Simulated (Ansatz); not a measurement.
A relaxation computed with Ansatz, from input to last step.

```yaml
crystal:
  lattice:
    - [4.1965346304, 0.0, 0.0]
    - [-2.0982673152, 3.6343055978, 0.0]
    - [0.0, 0.0, 5.1347198116]
  atoms:
    - { symbol: Te, position: [0.6666666667, 0.3333333333, 0.2890814045] }
    - { symbol: Te, position: [0.3333333333, 0.6666666667, 0.7109185955] }
    - { symbol: Au, position: [0.0, 0.0, 0.0] }
basis:
  ecutwfc: 420
kpoints:
  mp_grid: { grid: [12, 12, 8] }
hamiltonian:
  xc: pbesol
scf:
  occupations: { method: gaussian, width: 0.1 }
output:
  forces: true
  stress: true
  eigenvalues: true
relax:
  adjacent_minimum: "off"
  f_tol: 0.01
  max_steps: 30
  cell: { stress_tol: 0.1, fix: [volume] }
```

```bash
ansatz run input.yaml --threads 1 --pin off --max-ram 2560MiB --backend cpu --events-out ev --progress --plain --runs-dir out
```

Theory: DFT PBEsol, scalar-relativistic, plane waves, PAW in Ansatz.

The volume is held at 1.03 times that of the relaxed cell.

Of 4 frames 3 are shown, positions in Å and forces in eV/Å; the SCF threshold varies from step to step. Steps run on the plane waves of an earlier cell, with a Pulay correction in the pressure. The basis is chosen afresh for the last frame, the zero of the energies, and at times for earlier ones too; energy and pressure step there, also at an unchanged geometry. The mark taken_back stands on steps that the optimiser undid.

```xyz
3
Lattice="4.1965 0.0000 0.0000 -2.0983 3.6343 0.0000 0.0000 0.0000 5.1347" Properties=species:S:1:pos:R:3:forces:R:3 pbc="T T T" step=1 free_energy_over_end_meV_per_atom=0.41 pressure_GPa=-2.36
Te    2.0983    1.2114    1.4844    0.0000    0.0000   -0.0982
Te    0.0000    2.4229    3.6504    0.0000    0.0000    0.0982
Au    0.0000    0.0000    0.0000    0.0000    0.0000    0.0000
3
Lattice="4.1928 0.0000 0.0000 -2.0964 3.6311 0.0000 0.0000 0.0000 5.1438" Properties=species:S:1:pos:R:3:forces:R:3 pbc="T T T" step=2 free_energy_over_end_meV_per_atom=0.62 pressure_GPa=-1.95 taken_back
Te    2.0964    1.2104    1.4608    0.0000    0.0000    0.1239
Te    0.0000    2.4207    3.6831    0.0000    0.0000   -0.1239
Au    0.0000    0.0000    0.0000    0.0000    0.0000    0.0000
3
Lattice="4.1918 0.0000 0.0000 -2.0959 3.6302 0.0000 0.0000 0.0000 5.1463" Properties=species:S:1:pos:R:3:forces:R:3 pbc="T T T" step=4 free_energy_over_end_meV_per_atom=0.00 pressure_GPa=-2.18
Te    2.0959    1.2101    1.4762    0.0000    0.0000    0.0009
Te    0.0000    2.4201    3.6701    0.0000    0.0000   -0.0009
Au    0.0000    0.0000    0.0000    0.0000    0.0000    0.0000
```

Time: 2.2 min on 1 thread of AMD EPYC (Zen 3) (shared host), peak memory 0.55 GiB.

Spin–orbit coupling is left out, which can shift energies with elements as heavy as these.